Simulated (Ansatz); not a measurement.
Ansatz (an electronic-structure program) input:

Ansatz 0.2 input:
```yaml
crystal:
  lattice:
    - [0.0, 3.3344970609, 3.3344970609]
    - [3.3344970609, 0.0, 3.3344970609]
    - [3.3344970609, 3.3344970609, 0.0]
  atoms:
    - { symbol: Pb, position: [0.0, 0.0, 0.0] }
    - { symbol: Li, position: [0.5, 0.5, 0.5] }
    - { symbol: Li, position: [0.25, 0.25, 0.25] }
    - { symbol: Li, position: [0.75, 0.75, 0.75] }
kpoints:
  mp_grid: { grid: [11, 11, 11] }
hamiltonian:
  xc: r2scan
  pseudopotentials: { kind: paw }
scf:
  occupations: { method: gaussian, width: 0.1 }
checkpoint: { read: metal.run }
output: { bader: true, populations: true }
```

Output (shortened):

```
Pseudopotential: Pb, paw, valence charge 14
Pseudopotential: Li, paw, valence charge 3
Functional definition: r2SCAN
Crystal: 4 atoms, lattice volume = 74.152 Å³
Basis set: ecut = 500 eV, 1893 PW (Γ), exchange–correlation on 144×144×144 points (64 copies of the dense FFT grid, shifted against one another)
Bands: 20, of which v1, the nominal top of the filled ones, is band 12 counted from 1 (11 counted from 0)
Symmetry: 48 space group operations
Space group: Fm-3m (ITA 225), of the structure as read, at distance tolerance 4.2e-5 Å
k-points: 56 of 1331
Stability of the state it starts from, as read at its close in the unpolarized treatment …
iter 1 solved again at ethr=1.51e-7 eV; its pass at ethr=3.10e-3 eV (dr2=3.48e-5 eV) is discarded
SCF iter   1: F=—  HF=-12537.807797 eV  |F-HF|=—  |Δ(HF+E_count)|=         —  Δρ=6.35e-7  dr2=1.40e-10  dr2_τ=5.29e-11  ethr=1.51e-7  ⟨swp⟩=2.8  Hψ=8294  notcnv=0
preconditioner: auto → Kerker (q_TF=auto, 2.245 Å⁻¹)
SCF iter   2: F=-12537.807797 eV  HF=-12537.807797 eV  |F-HF|=1.09e-11  |Δ(HF+E_count)|=   3.27e-8  Δρ=3.27e-7  dr2=3.27e-11  dr2_τ=6.04e-11  ethr=1.00e-12  ⟨swp⟩=6.8  Hψ=4783  notcnv=0
SCF 1 converged in 2 iterations: F = -12537.807797 eV  dr2 = 3.27e-11
SCF converged after 2 iterations
Free energy (F): -12537.807797 eV
Harris-Foulkes:  -12537.807797 eV  (|F-HF|=1.09e-11)
Internal energy: -12537.802764 eV  (E = F + TS)
E sigma→0 (E₀):  -12537.805281 eV
Entropy (-TS):   -0.005034 eV (-1.258 meV/atom)
Fermi energy:    5.388308 eV
--- Per-component energies (eV) ---
  E_band       = -355.385773
  E_kinetic    = 357.212368
  E_local      = -1619.280578  (includes V_loc(G=0)·N_el)
  E_nonlocal   = 250.248817
  E_hartree    = 615.205565
  E_xc         = -237.993201
  E_vxc        = -188.680226  (∫ρ·V_xc dr)
  E_paw        = -10503.738674  (= ΣΔE_a)
  E_vpaw       = -399.027088  (= ΣTr[D̂ρ^β])
  E_aug_tail   = -0.000277  (compensation charges beyond the density's cutoff)
  E_vtau       = 13.730233  (kinetic-family band-sum trace: ∫τ·v_τ [+ j·A + Jᵃ·Aᵃ] dr)
  E_ewald      = -1400.422286
  E_core_change = 0.965502  (= ΣΔE_core)
  E_smearing   = -0.005034  (= −TS)
  E_closure    =  0.000000  (closes the sum)
  Σ components = -12537.807797   (vs F -12537.807797, Δ=0.00e0)
  [band-id]    e_kinetic+e_local+e_nonlocal+2·e_hartree+e_vxc+e_vpaw+e_augmentation_tail+e_vtau = -355.385621   (vs E_band -355.385773, Δ=1.52e-4)
--- Band table (eV; the first three rows and the last of 56) ---
  k-point 0: bands = ["-42.7205", "-42.1570", "-42.1496", "-11.4212", "-11.4212", "-11.4212", "-11.3784", "-11.3784", "-3.9382", "6.7166", "6.7166", "6.7166", "8.2533", "9.2815", "9.2815", "9.2815", "11.0778", "11.0778", "11.0778", "13.8145"]
  k-point 1: bands = ["-42.7204", "-42.1568", "-42.1498", "-11.4202", "-11.4200", "-11.4200", "-11.3785", "-11.3785", "-3.8884", "5.8272", "6.6000", "6.6000", "8.5479", "9.4929", "9.4929", "9.9753", "10.7525", "10.7525", "11.1827", "14.3795"]
  k-point 2: bands = ["-42.7203", "-42.1564", "-42.1502", "-11.4176", "-11.4171", "-11.4171", "-11.3784", "-11.3784", "-3.7465", "4.5365", "6.3569", "6.3569", "8.5752", "9.6139", "9.6139", "10.6302", "10.6302", "11.2004", "11.7825", "15.3044"]
  k-point 55: bands = ["-42.7199", "-42.1536", "-42.1533", "-11.4094", "-11.4049", "-11.3924", "-11.3853", "-11.3735", "-2.8373", "3.0840", "3.0843", "3.7997", "8.7392", "10.1517", "11.2410", "11.7001", "14.2719", "14.7467", "15.5604", "16.3952"]
--- Löwdin populations: 4 sites ---
  site symbol       q [e]
     0     Pb     15.5038
     1     Li      2.4241
     2     Li      2.4149
     3     Li      2.4149
  spilling = 0.010531 (of n_electrons = 23.000000)
--- Bader charges: 4 sites ---
  site symbol  charge [e]  shift [e]
     0     Pb     -2.5441     0.0012
     1     Li      0.8564     0.0001
     2     Li      0.8439     0.0005
     3     Li      0.8439     0.0005
  shift: an alarm, by how much a part of what the PAW files miss would move the charge. Where it is large, compare
  with a run on PAW files of another source; a small one proves nothing
  estimated error of the sums over rays = 4.4e-5 e
```

Cost: about 24 core-seconds (a rough figure) on shared cores.

The workflow started from an entry of the Crystallography Open Database (COD). Whether it is the stable phase at ambient conditions was not checked. The r²SCAN relaxation kept the symmetry of its start; its stability against distortions is not shown here. Scalar-relativistic: spin–orbit coupling is off unless named, which matters more the heavier the elements.

Potentials: the later of the program's two PAW sets.

Ansatz is a plane-wave DFT program.
